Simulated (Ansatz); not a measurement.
Ansatz (a program for electronic structure) input:

Ansatz 0.2 input:
```yaml
crystal:
  lattice:
    - [0.0, 1.7902774017, 1.7902774017]
    - [1.7902774017, 0.0, 1.7902774017]
    - [1.7902774017, 1.7902774017, 0.0]
  atoms:
    - { symbol: N, position: [0.75, 0.75, 0.75] }
    - { symbol: B, position: [0.0, 0.0, 0.0] }
kpoints:
  mp_grid: { grid: [13, 13, 13] }
hamiltonian:
  xc: lda
  pseudopotentials: { kind: paw }
scf:
  occupations: { method: fixed }
elastic: { mode: relaxed_ion, stencil: two_point, amplitude: 0.005, f_tol: 0.0005 }
output: { polarization: {} }
```

Output (shortened):

```
Pseudopotential: N, paw, valence charge 5
Pseudopotential: B, paw, valence charge 3
Functional definition: SPW92
Crystal: 2 atoms, lattice volume = 11.476 Å³
Basis set: ecut = 420 eV, 229 PW (Γ)
Bands: 8, of which v1, the nominal top of the filled ones, is band 4 counted from 1 (3 counted from 0)
Symmetry: 24 space group operations
Space group: F-43m (ITA 216), of the structure as read, at distance tolerance 2.3e-5 Å
k-points: 84 of 2197 (time reversal used)
SCF 1 converged in 8 iterations: F = -526.468592 eV  dr2 = 3.02e-14
Crystal: 2 atoms, lattice volume = 11.419 Å³
Symmetry: 8 space group operations
k-points: 196 of 2197 (time reversal used)
SCF 2 converged in 7 iterations: F = -526.467926 eV  dr2 = 3.33e-14
Crystal: 2 atoms, lattice volume = 11.533 Å³
Basis set: ecut = 420 eV, 231 PW (Γ)
SCF 3 converged in 7 iterations: F = -526.467914 eV  dr2 = 1.79e-14
Crystal: 2 atoms, lattice volume = 11.476 Å³
Symmetry: 4 space group operations
k-points: 343 of 2197 (time reversal used)
SCF 4 converged in 8 iterations: F = -526.468243 eV  dr2 = 1.91e-14
relax step   1: F+E_penalty+E_count = -526.46824319 eV  Δ(F+E_penalty+E_count) = +0.000e0 eV  max|allowed force component| = 1.376e-2 eV/Å  Δτ_max = 0.0000 Å  (8 SCF iters, accepted)
Crystal: 2 atoms, lattice volume = 11.476 Å³
SCF 5 converged in 7 iterations: F = -526.468245 eV  dr2 = 8.81e-15
relax step   2: F+E_penalty+E_count = -526.46824535 eV  Δ(F+E_penalty+E_count) = -2.155e-6 eV  max|allowed force component| = 8.884e-3 eV/Å  Δτ_max = 0.0001 Å  (7 SCF iters, accepted)
Crystal: 2 atoms, lattice volume = 11.476 Å³
SCF 6 converged in 7 iterations: F = -526.468247 eV  dr2 = 1.89e-14
relax step   3: F+E_penalty+E_count = -526.46824689 eV  Δ(F+E_penalty+E_count) = -1.542e-6 eV  max|allowed force component| = 3.432e-8 eV/Å  Δτ_max = 0.0002 Å  (7 SCF iters, accepted)
Crystal: 2 atoms, lattice volume = 11.476 Å³
SCF 7 converged in 2 iterations: F = -526.468247 eV  dr2 = 1.50e-15
Crystal: 2 atoms, lattice volume = 11.476 Å³
SCF 8 converged in 8 iterations: F = -526.468243 eV  dr2 = 1.99e-14
relax step   1: F+E_penalty+E_count = -526.46824319 eV  Δ(F+E_penalty+E_count) = +0.000e0 eV  max|allowed force component| = 1.376e-2 eV/Å  Δτ_max = 0.0000 Å  (8 SCF iters, accepted)
Crystal: 2 atoms, lattice volume = 11.476 Å³
SCF 9 converged in 7 iterations: F = -526.468245 eV  dr2 = 8.81e-15
relax step   2: F+E_penalty+E_count = -526.46824535 eV  Δ(F+E_penalty+E_count) = -2.155e-6 eV  max|allowed force component| = 8.884e-3 eV/Å  Δτ_max = 0.0001 Å  (7 SCF iters, accepted)
Crystal: 2 atoms, lattice volume = 11.476 Å³
SCF 10 converged in 7 iterations: F = -526.468247 eV  dr2 = 2.06e-14
relax step   3: F+E_penalty+E_count = -526.46824689 eV  Δ(F+E_penalty+E_count) = -1.542e-6 eV  max|allowed force component| = 3.754e-8 eV/Å  Δτ_max = 0.0002 Å  (7 SCF iters, accepted)
Crystal: 2 atoms, lattice volume = 11.476 Å³
SCF 11 converged in 2 iterations: F = -526.468247 eV  dr2 = 1.60e-15
SCF converged after 8 iterations
Free energy (F): -526.468592 eV
Harris-Foulkes:  -526.468592 eV  (|F-HF|=1.14e-13)
Internal energy: -526.468592 eV  (E = F + TS)
E sigma→0 (E₀):  -526.468592 eV
Fermi energy:    11.392767 eV
--- Per-component energies (eV) ---
  E_band       = 27.369569
  E_kinetic    = 186.871807
  E_local      = -173.757121  (includes V_loc(G=0)·N_el)
  E_nonlocal   = 58.775235
  E_hartree    = 47.869004
  E_xc         = -92.988227
  E_vxc        = -116.099660  (∫ρ·V_xc dr)
  E_paw        = -191.532931  (= ΣΔE_a)
  E_vpaw       = -24.158799  (= ΣTr[D̂ρ^β])
  E_aug_tail   = 0.000098  (compensation charges beyond the density's cutoff)
  E_ewald      = -361.832336
  E_core_change = 0.125878  (= ΣΔE_core)
  E_smearing   =  0.000000  (= −TS)
  E_closure    =  0.000000  (closes the sum)
  Σ components = -526.468592   (vs F -526.468592, Δ=0.00e0)
--- Forces (eV/Å), atoms counted from 1 ---
  atom   1  N      0.00000000     0.00000000     0.00000000
  atom   2  B      0.00000000     0.00000000     0.00000000
  max |Σ_I F_I| component: 5.92e-16 eV/Å
--- Stress (GPa, compression-positive) ---
       -0.010400       0.000000       0.000000
        0.000000      -0.010400       0.000000
        0.000000       0.000000      -0.010400
  P = ⅓ Tr σ = -0.0104 GPa (-0.104 kbar)
--- Band table (eV; the first three rows and the last of 84) ---
  k-point 0: bands = ["-9.0137", "11.3928", "11.3928", "11.3928", "20.2225", "20.2225", "20.2225", "22.2689"]
  k-point 1: bands = ["-8.8657", "10.5961", "11.2293", "11.2293", "20.4553", "20.4653", "20.4653", "22.7124"]
  k-point 2: bands = ["-8.4260", "8.7059", "10.8266", "10.8266", "20.8498", "21.0494", "21.0494", "23.8103"]
  k-point 83: bands = ["-2.9216", "3.4264", "4.2422", "5.1134", "20.8325", "24.5633", "25.7917", "27.1409"]
--- Elastic constants: 2 strain directions × 2 members + reference (group order 24) ---
  dense FFT box of the reference and of every strained cell: 18×18×18
  strains applied: 11, 23; error gains: componentwise 1.00 (the most a stress slope's error grows in a printed constant), spectral 1.73 (1 for all six strains …
  C = ∂σ_k/∂η_j (tension-positive GPa; Voigt order 11 22 33 23 13 12):
       824.057    191.410    191.410      0.000      0.000      0.000
       191.410    824.057    191.410      0.000      0.000      0.000
       191.410    191.410    824.057      0.000      0.000      0.000
         0.000      0.000      0.000    475.192      0.000      0.000
         0.000      0.000      0.000      0.000    475.192      0.000
         0.000      0.000      0.000      0.000      0.000    475.192
  reference stress σ⁰ (GPa):      0.010      0.010      0.010      0.000      0.000      0.000
  moduli (Voigt/Reuss/Hill, GPa): K = 402.29/402.29/402.29   G = 411.64/395.70/403.67   E = 907.48   ν = 0.124
  mechanically stable: yes (min eigenvalue of sym C = 475.19 GPa)
  e, the proper piezoelectric tensor (elastic.mode: relaxed_ion; C/m²; rows x y z; Voigt order 11 22 33 23 13 12):
       0.00000    0.00000    0.00000    0.72456    0.00000    0.00000
       0.00000    0.00000    0.00000    0.00000    0.72456    0.00000
       0.00000    0.00000    0.00000    0.00000    0.00000    0.72456
  ±, each entry's uncertainty from the finite density of the strings (C/m²), an estimate: the size of the correction for it that the entry includes:
       0.00000    0.00000    0.00000    0.00281    0.00000    0.00000
       0.00000    0.00000    0.00000    0.00000    0.00281    0.00000
       0.00000    0.00000    0.00000    0.00000    0.00000    0.00281
  strain η (Voigt 11):  stress-route row diagonal C_11 = 824.06 GPa, energy-path curvature d²(F+E_count+ΔE)/dδ²/Ω₀ = 823.87 GPa
         δ    σ_11 (GPa)             F (eV)   n_scf  n_hpsi   n_pw
    -5.000e-3      -4.1316        -526.4679256       7   31239    233   relax 0 steps, max|allowed force component| 1.09e-16 eV/Å
     5.000e-3       4.1090        -526.4679142       7   31183    233   relax 0 steps, max|allowed force component| 1.09e-16 eV/Å
  strain η (Voigt 23):  stress-route row diagonal C_44 = 475.19 GPa, energy-path curvature d²(F+E_count+ΔE)/dδ²/Ω₀ = 475.46 GPa
         δ    σ_23 (GPa)             F (eV)   n_scf  n_hpsi   n_pw
    -5.000e-3      -2.3760        -526.4682469       2   27664    233   relax 3 steps, max|allowed force component| 3.43e-8 eV/Å
     5.000e-3       2.3760        -526.4682469       2   27646    233   relax 3 steps, max|allowed force component| 3.75e-8 eV/Å
--- Formal polarisation (Berry phase): one branch of a lattice of values; only differences between neighbouring runs are physical ---
  axis  mesh            electronic          ionic      p = total  spread (rad)  least overlap  resolved gap  δp at fixed H ≤   (phases in cycles; p mod 1 …
  b1    13×13×13        0.00000000     3.75000000     3.75000000      0.098335         0.9527        8.8297           3.9e-7
  b2    13×13×13        0.00000000     3.75000000     3.75000000      0.098335         0.9527        8.8297           3.9e-7
  b3    13×13×13        0.00000000     3.75000000     3.75000000      0.098335         0.9527        8.8297           3.9e-7
  quantum along a1:   0.22061973 e/Å² =   353.471772 µC/cm²
  quantum along a2:   0.22061973 e/Å² =   353.471772 µC/cm²
  quantum along a3:   0.22061973 e/Å² =   353.471772 µC/cm²
  P = (  1.17001279,   1.17001279,   1.17001279) e/Å² = ( 1874.567150,  1874.567150,  1874.567150) µC/cm²  (mod the quanta)
```

Cost: about 40 core-seconds (a rough figure) on shared cores.

The cell was relaxed with LDA under the symmetry of its start; phonons on a q-mesh show no instability.

Potentials: the later of the program's two PAW sets.

Ansatz is a plane-wave DFT program.
